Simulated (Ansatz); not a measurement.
An elastic tensor (GPa, Voigt order, standard axes) from DFT-PBEsol in the program Ansatz with PAW potentials:

```
 247   114   114   0.0   0.0   0.0
 114   247   114   0.0   0.0   0.0
 114   114   247   0.0   0.0   0.0
 0.0   0.0   0.0  68.7   0.0   0.0
 0.0   0.0   0.0   0.0  68.7   0.0
 0.0   0.0   0.0   0.0   0.0  68.7
```

Problem. Pick the material that matches.
A. ZnO2, Pa-3 (Zn on 4a, O on 8c)
B. LaTiO3, cubic perovskite
C. IrO3, ReO3 type
D. NbAgO3, cubic perovskite

Solution. A, ZnO2, Pa-3 (Zn on 4a, O on 8c)

The workflow started from a Materials Project entry (that database holds measured and hypothetical structures alike); the Crystallography Open Database copy checked does not list it. Its standing as an ambient phase is unchecked. Symmetry was held in the PBEsol relaxation; its stability against distortions is not shown here.

Potentials: the later of the program's two PAW sets.
